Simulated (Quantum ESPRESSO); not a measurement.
Hf3GaO7F, one run as intended and one with a planted mistake

A calculation, not a measurement. The program is pw.x of Quantum ESPRESSO 7.5 (plane-wave density functional theory). The cell is made up: 12 atoms on a rutile lattice, with randomly drawn elements, strain and displacements, not relaxed. PseudoDojo standard norm-conserving files (v0.5 for PBE, v0.4.1 for LDA and PBEsol) set the functional; there is no spin polarisation, spin-orbit coupling or dispersion term, and the masses in the input are unused placeholders.

The hafnium pseudopotential is less sure than the others, with forces about 3 percent (worst 6) and pressure in oxides about 1.5 GPa (worst 2.7) from a second method in checks, which no rerun with the same files tests.

Intended input:

```
&control calculation='scf', pseudo_dir='./dojo.nc.sr.pbe.v0_5.standard.upf', outdir='./o', disk_io='low', tprnfor=.true., tstress=.true. /
&system ibrav=0, nat=12, ntyp=4, nbnd=55, ecutwfc=84.00895049, nosym=.true., tot_charge=0,
 occupations='smearing', smearing='fd', degauss=0.0018374661
/
&electrons conv_thr=7.350e-09, electron_maxstep=60, /
ATOMIC_SPECIES
F 1.0 F.upf
Ga 1.0 Ga.upf
Hf 1.0 Hf.upf
O 1.0 O.upf
CELL_PARAMETERS angstrom
4.9125 -0.018 0.0172
-0.018 4.869 0.0402
0.0226 0.0529 6.3955
ATOMIC_POSITIONS angstrom
Hf 0.0116 -0.0318 0.0288
Ga 2.4372 2.4344 1.6305
Hf -0.0073 0.0164 3.231
Hf 2.4873 2.5062 4.8169
O 1.4625 1.4406 0.045
O 3.4311 3.3926 0.0593
O 3.9697 0.9631 1.6345
O 0.9928 3.9398 1.6418
O 1.4665 1.532 3.2176
O 3.4129 3.3701 3.2201
O 3.958 1.0102 4.8279
F 1.0214 3.9795 4.8523
K_POINTS automatic
5 5 4 1 1 1
```

The log is shortened where brackets say so; the opening notice, blank lines, dates and the lines on written files are dropped, and the path of the files is cut. It prints rydbergs, bohrs and kilobars, and counts compression as positive stress. Where no state is partly filled, the Fermi energy that it prints is only some level between the filled and the empty states on the mesh, and need not lie in the true gap.

Log of the intended run:

```
     Program PWSCF v.7.5
     Parallel version (MPI & OpenMP), running on       4 processor cores
     Number of MPI processes:                 4
     Threads/MPI process:                     1
     [start-up lines left out]
     bravais-lattice index     =            0
     lattice parameter (alat)  =       9.2834  a.u.
     unit-cell volume          =    1032.2204 (a.u.)^3
     number of atoms/cell      =           12
     number of atomic types    =            4
     number of electrons       =        98.00
     number of Kohn-Sham states=           55
     kinetic-energy cutoff     =      84.0090  Ry
     charge density cutoff     =     336.0358  Ry
     scf convergence threshold =      7.3E-09
     mixing beta               =       0.7000
     number of iterations used =            8  plain     mixing
     Exchange-correlation= PBE
                           (   1   4   3   4   0   0   0)
     [axes and pseudopotential details left out]
   Cartesian axes
     site n.     atom                  positions (alat units)
         1        Hf     tau(   1) = (   0.0023613  -0.0064732   0.0058625  )
         2        Ga     tau(   2) = (   0.4961158   0.4955458   0.3319041  )
         3        Hf     tau(   3) = (  -0.0014860   0.0033384   0.6577015  )
         4        Hf     tau(   4) = (   0.5063141   0.5101614   0.9805268  )
         5        O      tau(   5) = (   0.2977061   0.2932481   0.0091602  )
         6        O      tau(   6) = (   0.6984338   0.6905967   0.0120711  )
         7        O      tau(   7) = (   0.8080710   0.1960484   0.3327184  )
         8        O      tau(   8) = (   0.2020941   0.8019846   0.3342044  )
         9        O      tau(   9) = (   0.2985203   0.3118535   0.6549738  )
        10        O      tau(  10) = (   0.6947290   0.6860166   0.6554827  )
        11        O      tau(  11) = (   0.8056894   0.2056360   0.9827660  )
        12        F      tau(  12) = (   0.2079159   0.8100659   0.9877329  )
     number of k points=    50  Fermi-Dirac smearing, width (Ry)=  0.0018
                       cart. coord. in units 2pi/alat
        k(    1) = (   0.1000374   0.1004816   0.0948314), wk =   0.0400000
        k(    2) = (   0.0993592   0.0988935   0.2868789), wk =   0.0400000
     [further k points left out]
     Dense  grid:   107341 G-vectors     FFT dimensions: (  60,  54,  72)
     Estimated max dynamical RAM per process >     332.74 MB
     Estimated total dynamical RAM >       1.22 GB
     Initial potential from superposition of free atoms
     starting charge      97.9917, renormalised to      98.0000
     Starting wfcs are   71 randomized atomic wfcs
     total cpu time spent up to now is        6.7 secs
     per-process dynamical memory:   261.7 Mb
     Self-consistent Calculation
     iteration #  1     ecut=    84.01 Ry     beta= 0.70
     Davidson diagonalization with overlap
     ethr =  1.00E-02,  avg # of iterations =  2.0
     total cpu time spent up to now is       18.1 secs
     total energy              =    -771.50003792 Ry
     estimated scf accuracy    <       4.18149133 Ry
     iteration #  2     ecut=    84.01 Ry     beta= 0.70
     Davidson diagonalization with overlap
     ethr =  4.27E-03,  avg # of iterations =  6.0
     total cpu time spent up to now is       34.7 secs
     total energy              =    -770.76934731 Ry
     estimated scf accuracy    <      12.78891122 Ry
     [iterations 3 to 12 left out]
     iteration # 13     ecut=    84.01 Ry     beta= 0.70
     Davidson diagonalization with overlap
     ethr =  7.67E-11,  avg # of iterations =  4.5
     total cpu time spent up to now is      190.5 secs
     total energy              =    -773.60013306 Ry
     estimated scf accuracy    <       0.00000004 Ry
     iteration # 14     ecut=    84.01 Ry     beta= 0.70
     Davidson diagonalization with overlap
     ethr =  3.90E-11,  avg # of iterations =  2.0
     total cpu time spent up to now is      202.3 secs
     End of self-consistent calculation
     [lines on levels left out]
     the Fermi energy is    10.0760 ev
!    total energy              =    -773.60013306 Ry
     estimated scf accuracy    <          3.9E-09 Ry
     smearing contrib. (-TS)   =       0.00000000 Ry
     internal energy E=F+TS    =    -773.60013306 Ry
     The total energy is F=E-TS. E is the sum of the following terms:
     one-electron contribution =    -232.82813389 Ry
     hartree contribution      =     173.04870993 Ry
     xc contribution           =    -197.25541547 Ry
     ewald contribution        =    -516.56529363 Ry
     convergence has been achieved in  14 iterations
     Forces acting on atoms (cartesian axes, Ry/au):
     atom    1 type  3   force =    -0.04973765    0.07976759    0.16645481
     atom    2 type  2   force =    -0.00355632   -0.01459922   -0.00464455
     atom    3 type  3   force =    -0.05113910    0.07833249   -0.17995754
     atom    4 type  3   force =     0.07166899   -0.11584873    0.01811330
     atom    5 type  4   force =     0.02383307    0.03519207   -0.03164256
     atom    6 type  4   force =    -0.02751937   -0.02113498   -0.02749344
     atom    7 type  4   force =     0.01437187   -0.02743996    0.00743547
     atom    8 type  4   force =    -0.00711117   -0.00586832    0.01101277
     atom    9 type  4   force =     0.00817855    0.00500929    0.02773917
     atom   10 type  4   force =     0.00476218    0.01625877    0.01991186
     atom   11 type  4   force =     0.01669281   -0.02667913   -0.00557072
     atom   12 type  1   force =    -0.00044387   -0.00298986   -0.00135856
     Total force =     0.324621     Total SCF correction =     0.000187
     Computing stress (Cartesian axis) and pressure
          total   stress  (Ry/bohr**3)                   (kbar)     P=      -57.25
  -0.00036349  -0.00009657  -0.00003007          -53.47      -14.21       -4.42
  -0.00009657  -0.00036724  -0.00010904          -14.21      -54.02      -16.04
  -0.00003007  -0.00010904  -0.00043674           -4.42      -16.04      -64.25
     init_run     :      6.35s CPU      6.57s WALL (       1 calls)
     electrons    :    195.00s CPU    195.55s WALL (       1 calls)
     forces       :      2.73s CPU      2.76s WALL (       1 calls)
     stress       :      9.53s CPU      9.77s WALL (       1 calls)
     [timing details left out]
     PWSCF        :   3m33.83s CPU   3m34.96s WALL
     JOB DONE.
```

A second run has one planted mistake: two atoms have their elements exchanged. The input lines that differ, file-writing options aside:

```
- O 3.9697 0.9631 1.6345
+ F 3.9697 0.9631 1.6345
- F 1.0214 3.9795 4.8523
+ O 1.0214 3.9795 4.8523
```

Its log:

```
     Program PWSCF v.7.5
     Parallel version (MPI & OpenMP), running on       4 processor cores
     Number of MPI processes:                 4
     Threads/MPI process:                     1
     [start-up lines left out]
     bravais-lattice index     =            0
     lattice parameter (alat)  =       9.2834  a.u.
     unit-cell volume          =    1032.2204 (a.u.)^3
     number of atoms/cell      =           12
     number of atomic types    =            4
     number of electrons       =        98.00
     number of Kohn-Sham states=           55
     kinetic-energy cutoff     =      84.0090  Ry
     charge density cutoff     =     336.0358  Ry
     scf convergence threshold =      7.3E-09
     mixing beta               =       0.7000
     number of iterations used =            8  plain     mixing
     Exchange-correlation= PBE
                           (   1   4   3   4   0   0   0)
     [axes and pseudopotential details left out]
   Cartesian axes
     site n.     atom                  positions (alat units)
         1        Hf     tau(   1) = (   0.0023613  -0.0064732   0.0058625  )
         2        Ga     tau(   2) = (   0.4961158   0.4955458   0.3319041  )
         3        Hf     tau(   3) = (  -0.0014860   0.0033384   0.6577015  )
         4        Hf     tau(   4) = (   0.5063141   0.5101614   0.9805268  )
         5        O      tau(   5) = (   0.2977061   0.2932481   0.0091602  )
         6        O      tau(   6) = (   0.6984338   0.6905967   0.0120711  )
         7        F      tau(   7) = (   0.8080710   0.1960484   0.3327184  )
         8        O      tau(   8) = (   0.2020941   0.8019846   0.3342044  )
         9        O      tau(   9) = (   0.2985203   0.3118535   0.6549738  )
        10        O      tau(  10) = (   0.6947290   0.6860166   0.6554827  )
        11        O      tau(  11) = (   0.8056894   0.2056360   0.9827660  )
        12        O      tau(  12) = (   0.2079159   0.8100659   0.9877329  )
     number of k points=    50  Fermi-Dirac smearing, width (Ry)=  0.0018
                       cart. coord. in units 2pi/alat
        k(    1) = (   0.1000374   0.1004816   0.0948314), wk =   0.0400000
        k(    2) = (   0.0993592   0.0988935   0.2868789), wk =   0.0400000
     [further k points left out]
     Dense  grid:   107341 G-vectors     FFT dimensions: (  60,  54,  72)
     Estimated max dynamical RAM per process >     332.74 MB
     Estimated total dynamical RAM >       1.22 GB
     Initial potential from superposition of free atoms
     starting charge      97.9917, renormalised to      98.0000
     Starting wfcs are   71 randomized atomic wfcs
     total cpu time spent up to now is        6.8 secs
     per-process dynamical memory:   261.7 Mb
     Self-consistent Calculation
     iteration #  1     ecut=    84.01 Ry     beta= 0.70
     Davidson diagonalization with overlap
     ethr =  1.00E-02,  avg # of iterations =  2.0
     total cpu time spent up to now is       18.1 secs
     total energy              =    -771.63061780 Ry
     estimated scf accuracy    <       4.07336051 Ry
     iteration #  2     ecut=    84.01 Ry     beta= 0.70
     Davidson diagonalization with overlap
     ethr =  4.16E-03,  avg # of iterations =  4.3
     total cpu time spent up to now is       33.5 secs
     total energy              =    -772.14787724 Ry
     estimated scf accuracy    <       7.43114131 Ry
     [iterations 3 to 12 left out]
     iteration # 13     ecut=    84.01 Ry     beta= 0.70
     Davidson diagonalization with overlap
     ethr =  1.92E-10,  avg # of iterations =  2.0
     total cpu time spent up to now is      194.6 secs
     total energy              =    -773.65528386 Ry
     estimated scf accuracy    <       0.00000005 Ry
     iteration # 14     ecut=    84.01 Ry     beta= 0.70
     Davidson diagonalization with overlap
     ethr =  4.59E-11,  avg # of iterations =  3.2
     total cpu time spent up to now is      208.0 secs
     End of self-consistent calculation
     [lines on levels left out]
     the Fermi energy is    10.1593 ev
!    total energy              =    -773.65528386 Ry
     estimated scf accuracy    <          2.1E-09 Ry
     smearing contrib. (-TS)   =       0.00000000 Ry
     internal energy E=F+TS    =    -773.65528386 Ry
     The total energy is F=E-TS. E is the sum of the following terms:
     one-electron contribution =    -233.25946751 Ry
     hartree contribution      =     173.30794729 Ry
     xc contribution           =    -197.28159316 Ry
     ewald contribution        =    -516.42217048 Ry
     convergence has been achieved in  14 iterations
     Forces acting on atoms (cartesian axes, Ry/au):
     atom    1 type  3   force =     0.06536127   -0.03282766   -0.05767605
     atom    2 type  2   force =    -0.07227086    0.05211107   -0.00485797
     atom    3 type  3   force =     0.07232391   -0.03669098    0.05431943
     atom    4 type  3   force =    -0.01741569   -0.02921329    0.02124029
     atom    5 type  4   force =     0.02735655    0.03001539    0.01968173
     atom    6 type  4   force =    -0.02152458   -0.02671365    0.02514868
     atom    7 type  1   force =    -0.02200306    0.01684572   -0.00004882
     atom    8 type  4   force =    -0.02813212    0.01459699    0.01165771
     atom    9 type  4   force =     0.01184143   -0.00131233   -0.02432753
     atom   10 type  4   force =     0.01402371    0.01319284   -0.03294409
     atom   11 type  4   force =     0.01704173   -0.02792080   -0.00621385
     atom   12 type  4   force =    -0.04660229    0.02791670   -0.00597955
     Total force =     0.199533     Total SCF correction =     0.000105
     Computing stress (Cartesian axis) and pressure
          total   stress  (Ry/bohr**3)                   (kbar)     P=      -53.55
  -0.00040917  -0.00015203  -0.00002868          -60.19      -22.36       -4.22
  -0.00015203  -0.00030726  -0.00011828          -22.36      -45.20      -17.40
  -0.00002868  -0.00011828  -0.00037565           -4.22      -17.40      -55.26
     init_run     :      6.47s CPU      6.70s WALL (       1 calls)
     electrons    :    200.68s CPU    201.25s WALL (       1 calls)
     forces       :      2.85s CPU      2.88s WALL (       1 calls)
     stress       :     10.01s CPU     10.25s WALL (       1 calls)
     [timing details left out]
     PWSCF        :   3m40.19s CPU   3m41.36s WALL
     JOB DONE.
```

```
                                            intended run  run with the mistake
                          free energy (eV)    -10525.366            -10526.116
                    smearing term -TS (eV)        0.0000                0.0000
                            pressure (GPa)         -5.72                 -5.36
            largest force component (eV/Å)         4.627                 1.860
largest change of a force component (eV/Å)                               6.024
                                iterations            14                    14
```

For scale, a rerun of the intended cell at a cutoff of 1437 eV and k mesh 7 x 7 x 6 moved values by no more than 0.004 eV in energy, 0.03 GPa in stress and 0.003 eV/Å in force.